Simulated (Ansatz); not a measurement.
## LaAl4Cl3: from a guess to a relaxed structure

The calculation used DFT PBE, scalar-relativistic, plane waves, PAW in Ansatz. Cutoff 420 eV, Gaussian smearing, Γ-centred meshes. Cell and atoms relax first on a coarse mesh and then on a finer one. In between, the cell is made exact in the group found at 0.06 Å. In metals the finer mesh still leaves noise of several meV/atom or more. The steps can't lower the symmetry of their start. No spin polarisation.

The cell of LaAl4Cl3 is invented: random cell by space group and Wyckoff sites (P6/mmm, No. 191). Its size is a rough estimate.

```
CELL_PARAMETERS angstrom
4.82368 0.00000 0.00000
-2.41184 4.17743 0.00000
0.00000 0.00000 10.56511
ATOMIC_POSITIONS crystal
La 0.00000 0.00000 0.50000
Al 0.33333 0.66667 0.00000
Al 0.66667 0.33333 0.00000
Al 0.33333 0.66667 0.50000
Al 0.66667 0.33333 0.50000
Cl 0.00000 0.00000 0.00000
Cl 0.00000 0.00000 0.23333
Cl 0.00000 0.00000 0.76667
```

Formation energies are uncorrected and refer to the elements' standard structures at the same level (Cl₂ as a molecule).

Question: What does it relax into?

Answer: The symmetry stays P6/mmm (No. 191). The volume per atom grows by 48.4 %, from 26.6 to 39.5 Å³. The shortest distance goes from 2.47 Å (Cl–Cl) to 2.66 Å (La–Cl). The energy falls by about 0.37 eV/atom (the start's value is from the coarse mesh). Conventional cell: a = 5.333 Å, c = 12.826 Å. Around La lie 2 Cl at 2.66 Å and 6 Al at 3.08 Å; Al on its first site has 3 Cl at 3.08 Å and 3 Al at 3.08 Å; around Al on its second site lie 3 La at 3.08 Å and 3 Al at 3.08 Å; Cl on a site of symmetry 6/mmm has 6 Al at 3.08 Å and 2 Cl at 3.75 Å; Cl on a site of symmetry 6mm is surrounded by 1 La at 2.66 Å and 1 Cl at 3.75 Å.

```
CELL_PARAMETERS angstrom
5.33252 0.00000 0.00000
-2.66626 4.61810 0.00000
0.00000 0.00000 12.82596
ATOMIC_POSITIONS crystal
La 0.00000 0.00000 0.50000
Al 0.33333 0.66667 0.00000
Al 0.66667 0.33333 0.00000
Al 0.33333 0.66667 0.50000
Al 0.66667 0.33333 0.50000
Cl 0.00000 0.00000 0.00000
Cl 0.00000 0.00000 0.29274
Cl 0.00000 0.00000 0.70726
```

Question: Give its energy and gap.

Answer: The formation energy is −0.12 eV/atom and the gap on the 12×12×4 mesh of the 8-atom cell is 0 eV (a metal).

Whether it is stable depends on the other phases of the system, which aren't compared here.

The last run used Gaussian smearing of 0.10 eV. No dispersion correction is applied, so the spacing and binding between layers, chains or molecules are poorly described. The cell is a metal run without spin; a magnetic state may lie lower. Symmetry constrained the relaxation, so the result can be a saddle point.
